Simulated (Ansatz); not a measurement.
What DFT gives for SiNi

```
Ni Si
1.0
     5.73574    0.00000    0.00000
     0.00000    5.31131    0.00000
     0.00000    0.00000    3.38361
Ni Si
4 4
Direct
  0.19000 0.00500 0.25000
  0.81000 0.99500 0.75000
  0.69000 0.49500 0.75000
  0.31000 0.50500 0.25000
  0.58300 0.18800 0.25000
  0.41700 0.81200 0.75000
  0.08300 0.31200 0.75000
  0.91700 0.68800 0.25000
```

Single point in Ansatz 0.2.0 with PBE, no spin polarisation. Cutoff 420 eV, PAW datasets, 6×7×10 Γ-centred k mesh, fermi-dirac filling (width 0.1 eV).

**Stress.** The pressure is -7.5 GPa (compression positive), so with the atoms held at these fractions the cell would first shrink. The principal stresses -8.4, -7.0, -6.9 GPa differ, so its shape would change too.
**Charges.** Bader charges in e: Si +0.38, Ni -0.38. In the mean Si gives up most and Ni takes most.
**At the Fermi level.** It is a metal, with about 2.3 states/eV a cell as the mean within 0.25 eV of the Fermi level, mostly Ni d (50 %) and Si p (36 %).
**Formation energy.** -0.48 eV an atom against the elements' usual phases (free molecules for gases, crystals otherwise, with no correction for O₂ or N₂), so it is bound against them; other compounds may still compete. Relaxing would lower it.
**Forces.** The largest is on Si6 (and as large on other atoms): 0.29 eV/Å, components (0.05, 0.29, 0.00). It makes 127° with the line to a nearest neighbour, Ni3 at 2.30 Å.

Origin: a known structure type with other elements, at an estimated volume, so it need not be a known compound. Caveats: no spin polarisation, so a magnetic state may lie lower.
